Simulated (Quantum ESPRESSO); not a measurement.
## Al3ZnN3O (input and log of a self-consistent run)

Computed values, not a measurement. The program is pw.x of Quantum ESPRESSO 7.5 (plane-wave density functional theory). The cell is made up: 8 atoms on a wurtzite lattice, with randomly drawn elements, strain and displacements, not relaxed. PseudoDojo standard norm-conserving files (v0.5 for PBE, v0.4.1 for LDA and PBEsol) set the functional; there is no spin polarisation, spin-orbit coupling or dispersion term, and the masses in the input are unused placeholders.

Input:

```
&control calculation='scf', pseudo_dir='./dojo.nc.sr.pbe.v0_5.standard.upf', outdir='./o', disk_io='medium', tprnfor=.true., tstress=.true. /
&system ibrav=0, nat=8, ntyp=4, nbnd=31, ecutwfc=105.61755193, nosym=.true., tot_charge=0,
 occupations='smearing', smearing='fd', degauss=0.0018374661
/
&electrons conv_thr=7.350e-09, electron_maxstep=60, /
ATOMIC_SPECIES
Al 1.0 Al.upf
N 1.0 N.upf
O 1.0 O.upf
Zn 1.0 Zn.upf
CELL_PARAMETERS angstrom
3.1132 0.019 0.0
0.0329 5.3923 0.0
0.0 0.0 5.0839
ATOMIC_POSITIONS angstrom
Al -0.1398 0.0423 -0.0091
Al 1.5866 2.6968 0.0953
Zn 1.5721 0.949 2.4622
Al 0.0261 3.6166 2.4619
N 0.0816 -0.0948 1.9898
N 1.5812 2.7048 1.9155
O 1.5465 0.8919 4.4256
N 0.021 3.6897 4.4053
K_POINTS automatic
8 6 6 1 1 1
```

The log is shortened where brackets say so; the opening notice, blank lines, dates and the lines on written files are dropped, and the path of the files is cut. It prints rydbergs, bohrs and kilobars, and counts compression as positive stress. With no partly filled state, the Fermi energy that it prints is only some level between the filled and the empty states on the mesh, and need not lie in the true gap.

```
     Program PWSCF v.7.5
     Parallel version (MPI & OpenMP), running on       1 processor cores
     Number of MPI processes:                 1
     Threads/MPI process:                     1
     [start-up lines left out]
     bravais-lattice index     =            0
     lattice parameter (alat)  =       5.8832  a.u.
     unit-cell volume          =     575.9151 (a.u.)^3
     number of atoms/cell      =            8
     number of atomic types    =            4
     number of electrons       =        50.00
     number of Kohn-Sham states=           31
     kinetic-energy cutoff     =     105.6176  Ry
     charge density cutoff     =     422.4702  Ry
     scf convergence threshold =      7.3E-09
     mixing beta               =       0.7000
     number of iterations used =            8  plain     mixing
     Exchange-correlation= PBE
                           (   1   4   3   4   0   0   0)
     [axes and pseudopotential details left out]
   Cartesian axes
     site n.     atom                  positions (alat units)
         1        Al     tau(   1) = (  -0.0449047   0.0135871  -0.0029230  )
         2        Al     tau(   2) = (   0.5096269   0.8662308   0.0306110  )
         3        Zn     tau(   3) = (   0.5049694   0.3048254   0.7908757  )
         4        Al     tau(   4) = (   0.0083835   1.1616769   0.7907793  )
         5        N      tau(   5) = (   0.0262105  -0.0304504   0.6391375  )
         6        N      tau(   6) = (   0.5078924   0.8688005   0.6152719  )
         7        O      tau(   7) = (   0.4967465   0.2864845   1.4215333  )
         8        N      tau(   8) = (   0.0067453   1.1851572   1.4150128  )
     number of k points=   144  Fermi-Dirac smearing, width (Ry)=  0.0018
     Number of k-points >= 100: set verbosity='high' to print them.
     Dense  grid:    84463 G-vectors     FFT dimensions: (  40,  72,  64)
     Estimated max dynamical RAM per process >     104.86 MB
     Initial potential from superposition of free atoms
     starting charge      49.9925, renormalised to      50.0000
     Starting wfcs are   38 randomized atomic wfcs
     total cpu time spent up to now is       24.0 secs
     per-process dynamical memory:    72.0 Mb
     Self-consistent Calculation
     iteration #  1     ecut=   105.62 Ry     beta= 0.70
     Davidson diagonalization with overlap
     ethr =  1.00E-02,  avg # of iterations =  3.8
     total cpu time spent up to now is       97.1 secs
     total energy              =    -526.76017045 Ry
     estimated scf accuracy    <       2.43713225 Ry
     iteration #  2     ecut=   105.62 Ry     beta= 0.70
     Davidson diagonalization with overlap
     ethr =  4.87E-03,  avg # of iterations =  2.9
     total cpu time spent up to now is      162.7 secs
     total energy              =    -527.35527304 Ry
     estimated scf accuracy    <       2.51834405 Ry
     iteration #  3     ecut=   105.62 Ry     beta= 0.70
     Davidson diagonalization with overlap
     ethr =  4.87E-03,  avg # of iterations =  2.0
     total cpu time spent up to now is      214.6 secs
     total energy              =    -527.82118564 Ry
     estimated scf accuracy    <       0.12253450 Ry
     iteration #  4     ecut=   105.62 Ry     beta= 0.70
     Davidson diagonalization with overlap
     ethr =  2.45E-04,  avg # of iterations =  3.6
     total cpu time spent up to now is      281.1 secs
     total energy              =    -527.84958478 Ry
     estimated scf accuracy    <       0.00765160 Ry
     iteration #  5     ecut=   105.62 Ry     beta= 0.70
     Davidson diagonalization with overlap
     ethr =  1.53E-05,  avg # of iterations =  8.4
     total cpu time spent up to now is      363.9 secs
     total energy              =    -527.85130384 Ry
     estimated scf accuracy    <       0.00386331 Ry
     [iterations 6 to 7 left out]
     iteration #  8     ecut=   105.62 Ry     beta= 0.70
     Davidson diagonalization with overlap
     ethr =  2.42E-07,  avg # of iterations =  2.0
     total cpu time spent up to now is      529.9 secs
     total energy              =    -527.85182764 Ry
     estimated scf accuracy    <       0.00000911 Ry
     iteration #  9     ecut=   105.62 Ry     beta= 0.70
     Davidson diagonalization with overlap
     ethr =  1.82E-08,  avg # of iterations =  3.3
     total cpu time spent up to now is      588.0 secs
     total energy              =    -527.85183092 Ry
     estimated scf accuracy    <       0.00000138 Ry
     iteration # 10     ecut=   105.62 Ry     beta= 0.70
     Davidson diagonalization with overlap
     ethr =  2.76E-09,  avg # of iterations =  2.0
     total cpu time spent up to now is      640.2 secs
     total energy              =    -527.85183095 Ry
     estimated scf accuracy    <       0.00000035 Ry
     iteration # 11     ecut=   105.62 Ry     beta= 0.70
     Davidson diagonalization with overlap
     ethr =  7.03E-10,  avg # of iterations =  2.0
     total cpu time spent up to now is      701.3 secs
     total energy              =    -527.85183101 Ry
     estimated scf accuracy    <       0.00000003 Ry
     iteration # 12     ecut=   105.62 Ry     beta= 0.70
     Davidson diagonalization with overlap
     ethr =  5.74E-11,  avg # of iterations =  2.3
     total cpu time spent up to now is      775.9 secs
     End of self-consistent calculation
     Number of k-points >= 100: set verbosity='high' to print the bands.
     the Fermi energy is    10.3109 ev
!    total energy              =    -527.85183102 Ry
     estimated scf accuracy    <          4.6E-09 Ry
     smearing contrib. (-TS)   =      -0.00000000 Ry
     internal energy E=F+TS    =    -527.85183102 Ry
     The total energy is F=E-TS. E is the sum of the following terms:
     one-electron contribution =    -437.71046713 Ry
     hartree contribution      =     243.42455905 Ry
     xc contribution           =     -78.88559511 Ry
     ewald contribution        =    -254.68032782 Ry
     convergence has been achieved in  12 iterations
     Forces acting on atoms (cartesian axes, Ry/au):
     atom    1 type  1   force =     0.06924431   -0.07207913    0.06723511
     atom    2 type  1   force =    -0.00952883    0.07555488   -0.06835949
     atom    3 type  4   force =     0.02406415   -0.05074103   -0.02460347
     atom    4 type  1   force =    -0.00344516   -0.05405357    0.04052562
     atom    5 type  2   force =    -0.04378886    0.05480095   -0.12537315
     atom    6 type  2   force =     0.00879021    0.07352608   -0.02405693
     atom    7 type  3   force =    -0.04013380    0.05076124    0.09906414
     atom    8 type  2   force =    -0.00520202   -0.07776941    0.03556816
     Total force =     0.285238     Total SCF correction =     0.000306
     Computing stress (Cartesian axis) and pressure
          total   stress  (Ry/bohr**3)                   (kbar)     P=       80.49
   0.00042739  -0.00005804   0.00005743           62.87       -8.54        8.45
  -0.00005804   0.00107786  -0.00013300           -8.54      158.56      -19.57
   0.00005743  -0.00013300   0.00013623            8.45      -19.57       20.04
     init_run     :     22.39s CPU     23.97s WALL (       1 calls)
     electrons    :    715.23s CPU    751.82s WALL (       1 calls)
     forces       :     13.91s CPU     14.07s WALL (       1 calls)
     stress       :     56.33s CPU     56.75s WALL (       1 calls)
     [timing details left out]
     PWSCF        :  13m28.46s CPU  14m 8.20s WALL
     JOB DONE.
```

In other units: free energy -7181.790 eV for the cell, pressure 8.05 GPa, largest force component 3.223 eV/Å. This run is the check on a run of the same cell at 1143 eV and a 6 x 4 x 4 mesh: rerunning at 1437 eV and a 8 x 6 x 6 mesh moved values by no more than 0.002 eV in energy, 0.03 GPa in stress and 0.003 eV/Å in force.